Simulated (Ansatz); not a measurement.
In DFT-r²SCAN in the program Ansatz with PAW potentials, B in the orthorhombic phase (Cmce; B on 8f) relaxes to a = 2.936 Å, b = 5.323 Å, c = 3.266 Å.

Electronic character: metallic (no gap).

An equation-of-state fit gives a bulk modulus of 266 GPa.

The start of the workflow was typed in or built on a structure type; neither database checked (COD, Materials Project) lists it. It is not the phase usual at ambient conditions (space group No. 166). The r²SCAN relaxation kept the symmetry of its start; its stability against distortions is not shown here.

Potentials: the later of the program's two PAW sets.
